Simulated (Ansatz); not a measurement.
Ti3AlN (anti-perovskite, Pm-3m), a = b = c = 4.050 Å, α = β = γ = 90.00°.

Relaxed with LDA.

**Question.** Which orbitals make up the states near the Fermi level in plane-wave PAW LDA (Ansatz code)?

**Answer.** Within 0.5 eV of the Fermi level: Ti 3d 89 %. Projections are on Löwdin-orthogonalised atomic valence shells; empty p or d shells of many metals are not among them.

**Question.** Tabulate the density of states.

**Answer.** States/eV per cell of 5 atoms, in 0.25 eV bins, energy from the Fermi level.

```csv
E (eV),total,Ti 3d,N 2p,Al 3p
-7.85,0.00,0.00,0.00,0.00
-7.60,0.11,0.02,0.00,0.00
-7.35,0.37,0.06,0.01,0.00
-7.10,0.94,0.09,0.10,0.01
-6.85,4.41,0.71,1.58,0.14
-6.60,3.59,0.73,1.54,0.15
-6.35,1.24,0.34,0.68,0.04
-6.10,1.26,0.33,0.69,0.04
-5.85,1.52,0.39,0.83,0.06
-5.60,2.58,0.83,0.98,0.08
-5.35,5.21,1.66,1.63,0.11
-5.10,2.70,0.77,1.46,0.05
-4.85,2.75,0.71,1.74,0.04
-4.60,2.50,0.57,1.69,0.04
-4.35,1.81,0.34,1.32,0.03
-4.10,0.92,0.14,0.65,0.06
-3.85,0.56,0.15,0.20,0.11
-3.60,0.66,0.25,0.06,0.20
-3.35,1.05,0.42,0.07,0.34
-3.10,1.89,0.78,0.09,0.66
-2.85,2.46,1.08,0.11,0.89
-2.60,2.62,1.21,0.09,0.99
-2.35,3.82,2.02,0.10,1.31
-2.10,2.97,1.81,0.04,0.88
-1.85,8.35,5.27,0.05,2.72
-1.60,1.27,1.05,0.01,0.15
-1.35,1.74,1.65,0.02,0.01
-1.10,1.99,1.87,0.03,0.01
-0.85,2.39,2.22,0.03,0.01
-0.60,2.51,2.34,0.03,0.02
-0.35,2.68,2.46,0.04,0.04
-0.10,3.45,3.02,0.07,0.11
0.15,6.96,6.22,0.18,0.15
0.40,7.35,6.51,0.21,0.20
0.65,3.56,2.95,0.06,0.25
0.90,3.86,3.13,0.09,0.31
1.15,3.80,3.29,0.08,0.14
1.40,3.30,3.10,0.03,0.08
1.65,8.49,7.74,0.06,0.10
1.90,7.14,6.70,0.02,0.15
2.15,1.96,1.82,0.01,0.06
2.40,2.59,2.18,0.15,0.16
2.65,4.50,3.44,0.33,0.29
2.90,3.87,3.02,0.38,0.13
3.15,5.10,4.34,0.24,0.17
3.40,4.81,4.10,0.22,0.26
```

The workflow started from a Materials Project entry (that database holds measured and hypothetical structures alike); the Crystallography Open Database copy checked does not list it. Whether it is the stable phase at ambient conditions was not checked. The LDA relaxation kept the symmetry of its start; whether a distortion lowers the energy is not shown. No spin polarisation was allowed.

Potentials: the later of the program's two PAW sets.
